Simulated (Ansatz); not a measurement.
Be4Ga2C, before and after

The guess for Be4Ga2C was made by a generator: random cell by space group and Wyckoff sites (P4mm, No. 99). Lengths were set from tabulated atomic sizes, so they are only a guess.

start.cif

```cif
data_structure
_symmetry_space_group_name_H-M 'P4mm'
_symmetry_Int_Tables_number 99
_cell_length_a 4.5165
_cell_length_b 4.5165
_cell_length_c 3.6926
_cell_angle_alpha 90.000
_cell_angle_beta 90.000
_cell_angle_gamma 90.000
_cell_volume 75.33
loop_
_atom_site_label
_atom_site_type_symbol
_atom_site_symmetry_multiplicity
_atom_site_Wyckoff_symbol
_atom_site_fract_x
_atom_site_fract_y
_atom_site_fract_z
_atom_site_occupancy
Be1 Be 4 f 0.24689 0.50000 0.21129 1
Ga1 Ga 2 c 0.50000 0.00000 0.55192 1
C1 C 1 a 0.00000 0.00000 0.66678 1
```

Computed with Ansatz, DFT PBE, scalar-relativistic, plane waves, PAW. Cutoff 420 eV, Gaussian smearing, Γ-centred meshes. Cell and atoms relax first on a coarse mesh and then on a finer one. In between, the cell is made exact in the group found at 0.06 Å. In metals the finer mesh still leaves noise of several meV/atom or more. The steps can't lower the symmetry of their start. No spin polarisation.

end.cif

```cif
data_structure
_symmetry_space_group_name_H-M 'P4mm'
_symmetry_Int_Tables_number 99
_cell_length_a 4.7173
_cell_length_b 4.7173
_cell_length_c 4.2032
_cell_angle_alpha 90.000
_cell_angle_beta 90.000
_cell_angle_gamma 90.000
_cell_volume 93.53
loop_
_atom_site_label
_atom_site_type_symbol
_atom_site_symmetry_multiplicity
_atom_site_Wyckoff_symbol
_atom_site_fract_x
_atom_site_fract_y
_atom_site_fract_z
_atom_site_occupancy
Be1 Be 4 f 0.20062 0.50000 0.11467 1
Ga1 Ga 2 c 0.50000 0.00000 0.61363 1
C1 C 1 a 0.00000 0.00000 0.92986 1
```

The symmetry stays P4mm (No. 99). The volume per atom grows by 24.2 %, from 10.8 to 13.4 Å³. The shortest distance goes from 1.62 Å (Be–Be) to 1.89 Å (Be–Be). The energy falls by about 1.8 eV/atom (the start's value is from the coarse mesh). The end is written in a standard setting, so origin, axes and order of atoms can differ from the start's.

```
Volume per atom                           : 13.36 Å³
Density                                   : 3.33 g/cm³
Energy over the elements                  : +1.26 eV/atom
Gap on the 8×8×10 mesh of the 7-atom cell : 0 eV (a metal)
```

The zero of energy is the elements' standard structures at the same level; no fitted shifts are applied. The separate elements lie lower, so it is unstable against them.

The last run used Gaussian smearing of 0.10 eV. The reference form of C is held partly by dispersion forces, which this level lacks. A structure relaxed within its symmetry needn't be a true minimum. In all, the 3 runs took 2.6 min on 1 thread of Intel(R) Xeon(R) Platinum 8488C (Sapphire Rapids), on a shared host. Another cell of Be4Ga2C relaxed alike, in P1, lies 0.81 eV/atom lower, so this cell isn't the stable form at this level.
